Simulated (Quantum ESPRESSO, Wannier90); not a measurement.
## TlBr (rock salt): Wannier90 run

```
begin unit_cell_cart
ang
    0.0000000000    3.3420400000    3.3420400000
    3.3420400000    0.0000000000    3.3420400000
    3.3420400000    3.3420400000    0.0000000000
end unit_cell_cart
begin atoms_frac
Tl   0.0000000000  0.0000000000  0.0000000000
Br   0.5000000000  0.5000000000  0.5000000000
end atoms_frac
```

Structure: Materials Project mp-568560, symmetrised, not relaxed again. Not found in the COD (Crystallography Open Database) copy used, which has the formula in other groups; not checked further. Computed values, not measurements, from PBEsol: Quantum ESPRESSO (norm-conserving PseudoDojo potentials, cutoff 50 Ry, no spin polarisation, no spin-orbit coupling) on a Γ-centred 8×8×8 mesh, then Wannier90. Density: 8×8×8 mesh, cold smearing 0.01 Ry. Spin-orbit coupling is left out although heavy elements are present.

A tight-binding model is made by disentanglement and projection with no localisation steps (num_iter = 0), so the 8 orbitals stay atom-like: hydrogen-like Tl: s;p; Br: s;p, axes along x, y, z; frozen window up to 3.55 eV relative to the valence-band maximum. It follows pw.x to 2.1 meV rms for states up to 3.1 eV relative to the valence-band maximum. Matrix elements depend on this choice of orbitals and windows. Bands 2–6 (Tl 5d 100 %) lie between the kept ones and are excluded.

Task: What are the on-site energies relative to the valence-band maximum, and how fast do the hoppings decay?

Result: 
| atom | orbitals | energy (eV) |
|---|---|---|
| Tl1 | s | -3.72 |
| Tl1 | pz px py | 4.01 |
| Br2 | s | -13.57 |
| Br2 | pz px py | -1.36 |

| distance of the centres (Å) | largest modulus (eV) |
|---|---|
| 3–4 | 1.3 |
| 4–5 | 0.22 |
| 5–6 | 0.0070 |
| 6–7 | 0.28 |
| 7–8 | 0.022 |
| 8–9 | 0.0035 |
| 9–10 | 0.0075 |
| 10–11 | 0.029 |
| 11–12 | 0.0019 |
| 12–13 | 0.0019 |
